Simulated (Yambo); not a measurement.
```
SnS2
1.0
    3.66511     0.00000     0.00000
   -1.83255     3.17408     0.00000
    0.00000     0.00000    15.90000
S Sn
2 1
Direct
  0.66667   0.33333   0.90668
  0.33333   0.66667   0.09332
  0.00000   0.00000   0.00000
```

Response from Yambo on PBE (stringent potentials; Quantum ESPRESSO, PseudoDojo norm-conserving, 102 Ry, scalar-relativistic) bands: 24×24×1 mesh, 51 bands, 2 Ry local-field block, 0.2 eV broadening.

### Question
Give the static in-plane polarisability without and with local fields.

### Answer
```json
[
 {"field along": "x", "α(0), independent particles (Å)": "3.64", "α(0), RPA with local fields (Å)": "3.19", "screening length 2πα (Å)": "20.1"}
]
```
Electronic (clamped-ion) response only. PBE gaps are usually too small, which raises these values. Convergence of the RPA response with its 24×24×1 mesh was not tested.

Spin-orbit coupling is not included.

Geometry relaxed with PBE+D3(BJ).
